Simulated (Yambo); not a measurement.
# NaBaIrH6: lowest vertical excitons

```
CELL_PARAMETERS angstrom
      0.00000     3.92255     3.92255
      3.92255     0.00000     3.92255
      3.92255     3.92255     0.00000
ATOMIC_POSITIONS crystal
  H  0.78497 0.21503 0.21503
  H  0.78497 0.78497 0.21503
  H  0.21503 0.78497 0.78497
  H  0.21503 0.21503 0.78497
  H  0.21503 0.78497 0.21503
  H  0.78497 0.21503 0.78497
  Na 0.75000 0.75000 0.75000
  Ba 0.25000 0.25000 0.25000
  Ir 0.00000 0.00000 0.00000
```

The geometry is that of Materials Project entry mp-1182061, symmetrised and not relaxed again.

BSE in Yambo on LDA (pw.x of Quantum ESPRESSO, ONCV potentials, no spin-orbit coupling) bands: 6×6×6 mesh, 9 valence and 7 conduction bands, static screening with 65 bands and a 3 Ry block, scissor 1.38 eV, Tamm-Dancoff; field along x.

```
state  energy (eV)  states within 2 meV  relative strength  class    main transitions
-----  -----------  -------------------  -----------------  -----  ------------------
1             3.55                    3             < 0.01   dark  several band pairs
2             3.82                    3               0.02   weak  several band pairs
3             4.08                    3               0.42   weak  several band pairs
4             4.13                    3             < 0.01   dark  several band pairs
5             4.24                    2             < 0.01   dark      VB → CB (62 %)
6             4.25                    3             < 0.01   dark  several band pairs
7             4.25                    1             < 0.01   dark      VB → CB (87 %)
8             4.26                    3               1.00   weak  several band pairs
```

These are vertical excitations (zero momentum). The direct quasiparticle gap on this mesh is 4.41 eV; counted from there, state 1 is bound by 0.86 eV. On a 4×4×4 mesh the same difference is 0.87 eV.

Spin singlets only. Strengths are relative to the strongest of the lowest states of this run; strong means a line over 3 % of the spectrum's maximum, dark under 0.03 %. Absolute energies carry the error of the G0W0 scissor, whose convergence isn't established.

Without spin-orbit coupling, band edges of such heavy elements can be off by tenths of an eV.

The structure is a Materials Project entry; no match was found in the copy of COD used, and its stability was not checked.
